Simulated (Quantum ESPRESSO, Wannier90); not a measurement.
## CsPbBr₃ (cubic perovskite): Wannier90 run

```xyz
5
Lattice="5.9486 0.0000 0.0000 0.0000 5.9486 0.0000 0.0000 0.0000 5.9486" Properties=species:S:1:pos:R:3 pbc="T T T"
Cs     0.0000     0.0000     0.0000
Pb     2.9743     2.9743     2.9743
Br     2.9743     2.9743     0.0000
Br     0.0000     2.9743     2.9743
Br     2.9743     0.0000     2.9743
```

Cell from Materials Project (mp-600089), symmetrised, no further relaxation. COD (Crystallography Open Database) records the formula in this space group. Ideal cubic forms of this type are often high-temperature phases that distort on cooling; symmetry holds the cell here, and its stability was not tested. Method: PBEsol plane waves in Quantum ESPRESSO 7.5 (PseudoDojo norm-conserving files, 45 Ry, spinors with spin-orbit coupling), Bloch states on a 4×4×4 mesh through Γ, Wannier90 4.0.1. Density: 6×6×6 mesh, Gaussian smearing 0.01 Ry.

A tight-binding model is made by disentanglement and projection with no localisation steps (num_iter = 0), so the 32 orbitals stay atom-like: hydrogen-like Cs: s; Pb: p; Br: s;p, axes along x, y, z; frozen window up to 4.44 eV relative to the valence-band maximum. It follows pw.x to 6.0 meV rms for states up to 1.4 eV relative to the valence-band maximum. Matrix elements depend on this choice of orbitals and windows. Bands 19–20 (Cs 5p 99 %), 21–26 (Cs 5p 66 %, Pb 6s 25 %, Br 4p 7 %) lie between the kept ones and are excluded.

Q: What are the on-site energies relative to the valence-band maximum, and how fast do the hoppings decay?

A: 
```tsv
atom	orbitals	energy (eV)
Cs1	s↑ s↓	4.30
Pb2	pz↑ pz↓ px↑ px↓ py↑ py↓	2.13
Br3	s↑ s↓	-14.04
Br3	pz↑ pz↓	-1.53
Br3	px↑ px↓ py↑ py↓	-2.06
Br4	s↑ s↓	-14.04
Br4	pz↑ pz↓ py↑ py↓	-2.06
Br4	px↑ px↓	-1.53
Br5	s↑ s↓	-14.04
Br5	pz↑ pz↓ px↑ px↓	-2.06
Br5	py↑ py↓	-1.53
```

```json
[
 {"distance of the centres (Å)": "2–3", "largest modulus (eV)": "1.8"},
 {"distance of the centres (Å)": "4–5", "largest modulus (eV)": "0.27"},
 {"distance of the centres (Å)": "5–6", "largest modulus (eV)": "0.31"},
 {"distance of the centres (Å)": "6–7", "largest modulus (eV)": "0.033"},
 {"distance of the centres (Å)": "7–8", "largest modulus (eV)": "0.029"},
 {"distance of the centres (Å)": "8–9", "largest modulus (eV)": "0.057"},
 {"distance of the centres (Å)": "9–10", "largest modulus (eV)": "0.035"},
 {"distance of the centres (Å)": "10–11", "largest modulus (eV)": "0.023"}
]
```

Effective spin-orbit constants λ of λ L·S, from the same-site elements px↑–py↑ (λ/2) and dx2-y2↑–dxy↑ (λ), where they are among the larger elements: Pb2 p 1.2 eV, Br3 p 0.31 eV, Br4 p 0.29 eV, Br5 p 0.29 eV.
